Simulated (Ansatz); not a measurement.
Theory: DFT PBE, scalar-relativistic, plane waves, PAW in Ansatz 0.2.0. Settings of the last relaxation (6-atom cell): 420 eV, 12×12×4 k points, Gaussian smearing of 0.10 eV, no spin polarisation.

Formation energies are uncorrected and count from the elements' standard states at the same level.

**Question.** Find a candidate hexagonal metal that holds Ga and 2 more elements, with a formation energy near −0.20 eV/atom and a density near 5.98 g/cm³, in a cell of 6 atoms.

**Answer.** Ga4TeO, space group P-6m2 (No. 187). Ga on its first site has 3 O at 2.32 Å, 1 Ga at 2.92 Å and 9 Ga at 3.12 Å; Ga on its second site has 9 Ga at 3.12 Å and 3 Te at 3.47 Å; Te is surrounded by 6 Te at 3.12 Å and 6 Ga at 3.47 Å; O has 6 Ga at 2.32 Å.

```
CELL_PARAMETERS angstrom
3.11779 0.00000 0.00000
-1.55890 2.70009 0.00000
0.00000 0.00000 13.94642
ATOMIC_POSITIONS crystal
Ga 0.00000 0.00000 0.60465
Ga 0.66667 0.33333 0.78740
Ga 0.66667 0.33333 0.21260
Ga 0.00000 0.00000 0.39535
Te 0.00000 0.00000 0.00000
O 0.66667 0.33333 0.50000
```

| Quantity | Value |
| --- | --- |
| Volume per atom | 19.57 Å³ |
| Density | 5.98 g/cm³ |
| Formation energy | −0.20 eV/atom |
| Gap on the 12×12×4 mesh of the 6-atom cell | 0 eV (a metal) |

It was reached by relaxing an invented guess, and it needn't be the stable form of this composition. The answer needn't be unique; the calculation gave this one.

Spin–orbit coupling, which can matter for Te, is left out. The reference form of Te is held partly by dispersion forces, which this level lacks. Symmetry constrained the relaxation, so the result can be a saddle point. Another cell of Ga4TeO relaxed alike, in Cmmm, lies 66 meV/atom lower, so this cell isn't the stable form at this level.
